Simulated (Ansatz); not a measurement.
Relaxed SnO2 (rutile):

```
SnO2
1.0
    4.82756     0.00000     0.00000
    0.00000     4.82756     0.00000
    0.00000     0.00000     3.23791
Sn O
2 4
Direct
  0.00000   0.00000   0.00000
  0.50000   0.50000   0.50000
  0.30660   0.30660   0.00000
  0.80660   0.19340   0.50000
  0.19340   0.80660   0.50000
  0.69340   0.69340   0.00000
```

In this cell atom 5 (O, nearest neighbour Sn at 2.089 Å; its periodic images, 3.2 Å or more away, move with it) is moved by s along Cartesian x, unit vector (1.000, 0.000, 0.000); all other atoms and the cell stay fixed.

Method: PBE (plane waves to 420 eV, PAW, scalar-relativistic; Ansatz, an electronic-structure program). k mesh 6×6×8 (Γ-centred), Fermi-Dirac smearing 0.05 eV. The energy includes the smearing's −TS. SnO2 was relaxed with its symmetry unable to fall. The PAW data are Ansatz's earlier set. The zero of ΔE is the undisplaced structure.

```
s (Å)   ΔE (meV/cell)
------  -------------
-0.420            922
-0.336            607
-0.252            351
-0.168            160
-0.084             41
0.000               0
0.084              43
0.168             174
0.252             398
0.336             722
0.420            1150
```

What force constant k = d²E/ds² at s = 0 does the table give?

12 eV/Å². It is the second difference of the nearest points, corrected with the next pair.

With k = 11.82 eV/Å² from the forces, is the well harmonic out to s = 0.420 Å?

½ks² = 1043 meV/cell against the computed 1150 meV/cell, so the well is stiffer than harmonic there.

(A displaced cell: forces are minus the slopes of the energy, force constants its curvatures, and phonons follow from these.)
